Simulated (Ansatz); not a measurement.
**MgW: a fit and a missing row**

MgW, Cmmm, a = 3.335 Å, b = 4.241 Å, c = 4.703 Å. The structure is a COD entry; whether it is the stable form wasn't checked. Ansatz: PBEsol, PAW, 420 eV, Γ-centred 10×14×10 mesh on 4 atoms, Gaussian smearing 0.10 eV; no spin polarisation. Shape and atoms are relaxed at each volume; pressure is positive in compression.

```tsv
V (Å³/atom)	P (GPa)
15.632	10.32
16.131	4.78
16.630	0.00
17.129	-4.12
17.628	?
```

Take V0 = 16.630 Å³/atom, fit the third-order Birch–Murnaghan form to the other rows, and predict the missing pressure.

With the Eulerian strain f = ½[(V0/V)^(2/3) − 1] and y = P/[3f(1 + 2f)^(5/2)], the form is the line y = B0 + 1.5 B0 (B0′ − 4) f. Rows (f, y): 0.02106, 147.3; 0.01026, 147.6; -0.00976, 147.8. Means f = 0.007187, y = 147.57; Σ(Δf)² = 0.0004891, ΣΔfΔy = -0.007551; the slope is their ratio. y = 147.7 − 15.44 f GPa, so B0 = 147.7 GPa and B0′ = 4 + 2 × (-15.44)/(3 × 147.7) = 3.93. At V = 17.628, f = -0.01905, y = 147.99 and P = -7.68 GPa. The run gave -7.65 GPa, so the fit is 0.03 GPa too low, a small miss on the scale of the series. The form still works here, 33 % of the fitted range beyond its end.

Spin–orbit coupling is left out, which can shift energies with elements as heavy as these.